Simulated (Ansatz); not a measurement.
A distorted cell of ZnSe (zinc blende):

```yaml
crystal:
  lattice:
    - [0.00000, 2.84542, 2.88334]
    - [2.84542, 0.00000, 2.88334]
    - [2.84542, 2.84542, 0.00000]
  atoms:
    - { symbol: Se, position: [0.75000, 0.75000, 0.75000] }
    - { symbol: Zn, position: [0.00000, 0.00000, 0.00000] }
```

The numbers are results of r2SCAN (plane waves to 500 eV, PAW, scalar-relativistic; Ansatz, an electronic-structure program), not measurements. k mesh 10×10×10 (Γ-centred), Fermi-Dirac smearing 0.05 eV. E stands for the smeared free energy. Stress and pressure are positive under compression. The PAW data are Ansatz's earlier set. ZnSe was relaxed with its symmetry unable to fall.

Give the stress tensor in GPa and the pressure.


```
  -1.46     0.00     0.00
   0.00    -1.46     0.00
   0.00     0.00    -1.97
```
The pressure, a third of the trace, is -1.63 GPa.

It is the relaxed cell deformed to V/V₀ = 1.027, (c/a)/(c/a)₀ = 1.013, c along z, fractional positions held. What is its energy relative to the relaxed cell?

3.5 meV/atom.

(A scan under strain: stresses follow from slopes of the energy per volume, elastic moduli from its curvatures.)
